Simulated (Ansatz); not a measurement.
Starting cell, MgS (rock salt):

```
MgS
1.0
    0.00000     2.61481     2.61481
    2.61481     0.00000     2.61481
    2.61481     2.61481     0.00000
S Mg
1 1
Direct
  0.00000   0.00000   0.00000
  0.50000   0.50000   0.50000
```

Two-dimensional scan of atom 2 (Mg, nearest neighbour S at 2.615 Å; its periodic images, 3.7 Å or more away, move with it): u runs along (0.707, 0.707, 0.000), v along (0.000, 0.000, 1.000) (Cartesian). Cell and other atoms are fixed.

Level of theory: PBE (plane waves to 420 eV, PAW, scalar-relativistic; Ansatz, an electronic-structure program). k mesh 9×9×9 (Γ-centred), Fermi-Dirac smearing 0.05 eV. The energy includes the smearing's −TS. Fu and Fv are the components of the force on the atom. MgS was relaxed with its symmetry unable to fall. The PAW data are Ansatz's earlier set. The zero of ΔE is the undisplaced structure. Axes are in Å.

ΔE (eV/cell), with u across and v down:

```csv
v \ u,-0.650,-0.433,-0.217,0.000,0.217,0.433,0.650
-0.650,1.158,1.212,1.313,1.360,1.313,1.212,1.158
-0.433,0.748,0.511,0.414,0.391,0.414,0.511,0.748
-0.217,0.688,0.309,0.122,0.069,0.122,0.309,0.688
0.000,0.697,0.275,0.062,0.000,0.062,0.275,0.697
0.217,0.688,0.309,0.122,0.069,0.122,0.309,0.688
0.433,0.748,0.511,0.414,0.391,0.414,0.511,0.748
0.650,1.158,1.212,1.313,1.360,1.313,1.212,1.158
```

Fu (eV/Å), with u across and v down:

| v \ u | -0.650 | -0.433 | -0.217 | 0.000 | 0.217 | 0.433 | 0.650 |
|---|---|---|---|---|---|---|---|
| -0.650 | 0.03 | -0.44 | -0.40 | 0.00 | 0.40 | 0.44 | -0.03 |
| -0.433 | 1.53 | 0.71 | 0.23 | 0.00 | -0.23 | -0.71 | -1.53 |
| -0.217 | 2.29 | 1.25 | 0.51 | 0.00 | -0.51 | -1.25 | -2.29 |
| 0.000 | 2.52 | 1.42 | 0.59 | 0.00 | -0.59 | -1.42 | -2.52 |
| 0.217 | 2.29 | 1.25 | 0.51 | 0.00 | -0.51 | -1.25 | -2.29 |
| 0.433 | 1.53 | 0.71 | 0.23 | 0.00 | -0.23 | -0.71 | -1.53 |
| 0.650 | 0.03 | -0.44 | -0.40 | 0.00 | 0.40 | 0.44 | -0.03 |

What the scan shows:

- Lowest place on the grid = u = 0.000 Å, v = 0.000 Å (0 meV/cell)
- Highest place on the grid, met at several equal points = u = 0.000 Å, v = -0.650 Å; u = 0.000 Å, v = 0.650 Å (1360 meV/cell)

(A displaced cell: forces are minus the slopes of the energy, force constants its curvatures, and phonons follow from these.)
